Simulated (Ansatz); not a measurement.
# MoS₂, a known structure type with other elements, at an estimated volume

```
Mo S
1.0
     1.60496    2.77987    0.00000
    -1.60496    2.77987    0.00000
     0.00000    0.00000   12.61760
Mo S
2 4
Direct
  0.33333 0.33333 0.25000
  0.66667 0.66667 0.75000
  0.33333 0.33333 0.62000
  0.66667 0.66667 0.12000
  0.33333 0.33333 0.88000
  0.66667 0.66667 0.38000
```

Level: r2SCAN, no spin polarisation; 500 eV; 9×9×2 Γ-centred mesh; fermi-dirac occupations (width 0.0155 eV); Ansatz 0.2.0, fixed geometry.

- Forces: The largest is on S4 (and as large on other atoms): 1.72 eV/Å, components (0.00, 0.00, 1.72). It makes 48° with the line to a nearest neighbour, Mo1 at 2.47 Å.
- Electronic structure: The gap is 1.01 eV, indirect (the least direct gap found is 1.73 eV).
- Band edges: Within 0.7 eV of the edges, the states project mainly on Mo d (69 %) and S p (28 %) below the gap and on Mo d (65 %) and S p (30 %) above it.
- Formation energy: -0.92 eV an atom against the elements' usual phases (free molecules for gases, crystals otherwise, with no correction for O₂ or N₂), so it is bound against them; other compounds may still compete. Relaxing would lower it.
- Contacts: Mo–S at 2.47 Å: least valence density 0.54 e/Å³ and ELF 0.47 there. These are pseudo-fields; inside the PAW spheres they differ from the all-electron ones.

Origin: a known structure type with other elements, at an estimated volume, so it need not be a known compound. Caveats: atoms or cell far from equilibrium.
